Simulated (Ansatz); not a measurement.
Generalised stacking fault in W

All numbers below come from Ansatz, DFT PBEsol, scalar-relativistic, plane waves, PAW. Settings: plane waves to 420 eV, k-mesh 23×23×7 (Γ-centred), Gaussian smearing 0.15 eV. Spin–orbit coupling is left out, which can shift energies with elements as heavy as these. No spin polarisation. Energies are free energies at this smearing, counted from the undisturbed cell; pressure is positive in compression.

Zero of the scan (relaxed at this level; with this scan's settings it stands at -0.1 GPa):

```xyz
4
Lattice="-1.5772 1.5772 -1.5772 -1.5772 -1.5772 1.5772 0.0000 6.3087 6.3087" Properties=species:S:1:pos:R:3 pbc="T T T"
W     0.0000    5.5201    5.5201
W    -1.5772    0.7886    0.7886
W     0.0000    2.3658    2.3658
W    -1.5772    3.9430    3.9430
```

The cut lies on the cell's a–b face, a (0 1 1) plane (indices in the standard cell, whose axes needn't be the Cartesian ones shown) of area 7.04 Å², between layers 2.23 Å apart. Vector c is tilted by f times 1·a + 0·b (length 2.732 Å) with the atoms' Cartesian places fixed: one unrelaxed fault a cell. The cell is metallic on the mesh throughout.

```
     f  γ (mJ/m²) shear traction, the slope of γ along the slip (GPa)
0.0000          0                                                  0.0
0.1000        276                                                 19.3
0.2000          ?                                                    ?
0.4000       2109                                                 10.6
```

By symmetry 0.6000 repeats 0.4000, 0.8000 repeats 0.2000 in energy, with the opposite slope along the path.

(1) Give the withheld values.

## Answers

(1) γ (mJ/m²) at f = 0.2000: 951; shear traction, the slope of γ along the slip (GPa) at f = 0.2000: 27.6.

Cost: 4 runs of about 9.8 core-minutes in all, on Arm Neoverse V1 (shared hosts).